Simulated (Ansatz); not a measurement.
# Structures of Ta₂H₃: which is lowest?

Plane-wave DFT in Ansatz with scalar-relativistic PAW potentials, cutoff 420 eV, Γ-centred meshes chosen by cell and gap, Gaussian smearing with energies taken to zero width. Every cell was relaxed (cell and atoms) in a run of its own, within the symmetry of its start. Functional: PBE.

Relaxed structures (starts from databases or built by putting these elements on another compound's sites):
A. R-3c, 10 atoms in the computed cell, a = 5.011 Å, c = 12.055 Å; sites (symmetry × multiplicity) Ta 3. × 12, H .2 × 18; start: built
B. P4/mbm, 10 atoms in the computed cell, a = 5.762 Å, c = 2.857 Å; sites (symmetry × multiplicity) Ta m.2m × 4, H 4/m.. × 2 + m.2m × 4; start: built

Question: Rank them by energy. Could pressure change the order?

Answer:
```tsv
structure	group	E − E(lowest) (meV/atom)	V (Å³/atom)	gap on mesh (eV)
A	R-3c	0.0	8.74	0.00
B	P4/mbm	371	9.49	0.00
```

A is lowest, 371 meV/atom under B. The lowest is also the densest of these, so pressure wouldn't bring one of the others in at first order. Other structures may lie lower than all of these, and vibrations aren't counted.

Spin-orbit coupling is left out, which matters for the bands of heavy elements.